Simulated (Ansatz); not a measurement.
**Ta: symmetry broken, then relaxed**

Method: DFT LDA, scalar-relativistic, plane waves, PAW in Ansatz. The runs took a 420 eV cutoff, a Γ-centred 12×12×8 mesh and Gaussian smearing (0.15 eV). Spin–orbit coupling is left out, which can shift energies with elements as heavy as these. No spin polarisation. Energies are free energies at this smearing, counted from the undisturbed cell; pressure is positive in compression.

The starting cell (relaxed at this level):

```
Ta
1.0
     2.83852    0.00000    0.00000
    -1.41926    2.45823    0.00000
     0.00000    0.00000    5.06588
Ta
2
Direct
  0.66667 0.33333 0.75000
  0.33333 0.66667 0.25000
```

The atoms are displaced (Å, in the unstrained cell):

```csv
atom,ux,uy,uz
Ta1,-0.247,-0.196,0.005
Ta2,0.247,0.196,-0.005
```

Cell and atoms are then relaxed.

Q: Does the relaxation return to the undisturbed structure?

A: No. It ends 304.9 meV/atom below it. The disturbance itself cost -110.3 meV/atom. The final space group reads Im-3m (tolerance 0.05 Å) and the volume changes by -2.80 %.

Final structure:

```xyz
2
Lattice="2.7997 -0.2625 0.0001 -1.6272 2.8183 0.0000 0.0001 0.0000 4.6037" Properties=species:S:1:pos:R:3 pbc="T T T"
Ta    0.9931    0.5734    3.4528
Ta    0.1795    1.9825    1.1509
```

The relaxation, step by step (energy from the first step; small jumps at an unchanged geometry come where the plane waves are selected anew for the new cell):

| step | ΔE (meV/atom) | largest force component (eV/Å) | pressure (GPa) |
| --- | --- | --- | --- |
| 1 | 0.0 | 0.519 | -0.78 |
| 2 | -122.4 | 0.380 | 0.07 |
| 3 | -176.1 | 0.093 | 1.86 |
| 4 | -192.1 | 0.037 | -2.24 |
| 5 | -193.8 | 0.001 | -0.12 |
| 6 | -193.8 | 0.000 | 0.00 |
| 7 | -194.6 | 0.000 | 0.02 |
| 8 | -194.6 | 0.000 | 0.00 |
| 9 | -194.6 | 0.000 | 0.00 |

Frames along the relaxation (Å, eV/Å):

```xyz
2
Lattice="2.839 0.000 0.000 -1.419 2.458 0.000 0.000 0.000 5.066" Properties=species:S:1:pos:R:3:forces:R:3 pbc="T T T" step=1
Ta    1.172    0.623    3.805   -0.519    0.147   -0.105
Ta    0.247    1.835    1.261    0.519   -0.147    0.105
2
Lattice="2.815 -0.089 0.001 -1.484 2.581 0.001 0.002 0.004 4.864" Properties=species:S:1:pos:R:3:forces:R:3 pbc="T T T" step=2
Ta    1.015    0.638    3.640    0.242   -0.380    0.212
Ta    0.318    1.859    1.227   -0.242    0.380   -0.212
2
Lattice="2.804 -0.175 -0.005 -1.554 2.698 0.008 -0.008 0.012 4.685" Properties=species:S:1:pos:R:3:forces:R:3 pbc="T T T" step=3
Ta    1.001    0.586    3.517    0.025    0.093   -0.058
Ta    0.241    1.948    1.172   -0.025   -0.093    0.058
2
Lattice="2.815 -0.254 -0.002 -1.627 2.819 0.003 -0.004 0.003 4.614" Properties=species:S:1:pos:R:3:forces:R:3 pbc="T T T" step=4
Ta    0.996    0.577    3.462    0.005    0.037   -0.023
Ta    0.188    1.992    1.153   -0.005   -0.037    0.023
2
Lattice="2.800 -0.262 0.001 -1.627 2.818 -0.001 0.001 -0.001 4.606" Properties=species:S:1:pos:R:3:forces:R:3 pbc="T T T" step=5
Ta    0.994    0.573    3.455   -0.001   -0.001   -0.001
Ta    0.180    1.982    1.151    0.001    0.001    0.001
2
Lattice="2.800 -0.261 0.000 -1.626 2.816 0.000 0.000 0.000 4.605" Properties=species:S:1:pos:R:3:forces:R:3 pbc="T T T" step=6
Ta    0.993    0.574    3.454    0.000    0.000    0.000
Ta    0.180    1.982    1.151    0.000    0.000    0.000
2
Lattice="2.800 -0.261 0.000 -1.626 2.816 0.000 0.000 0.000 4.605" Properties=species:S:1:pos:R:3:forces:R:3 pbc="T T T" step=7
Ta    0.993    0.574    3.454    0.000    0.000    0.000
Ta    0.180    1.982    1.151    0.000    0.000    0.000
2
Lattice="2.800 -0.262 0.000 -1.627 2.818 0.000 0.000 0.000 4.604" Properties=species:S:1:pos:R:3:forces:R:3 pbc="T T T" step=8
Ta    0.993    0.573    3.453    0.000    0.000    0.000
Ta    0.180    1.982    1.151    0.000    0.000    0.000
2
Lattice="2.800 -0.262 0.000 -1.627 2.818 0.000 0.000 0.000 4.604" Properties=species:S:1:pos:R:3:forces:R:3 pbc="T T T" step=9
Ta    0.993    0.573    3.453    0.000    0.000    0.000
Ta    0.180    1.982    1.151    0.000    0.000    0.000
```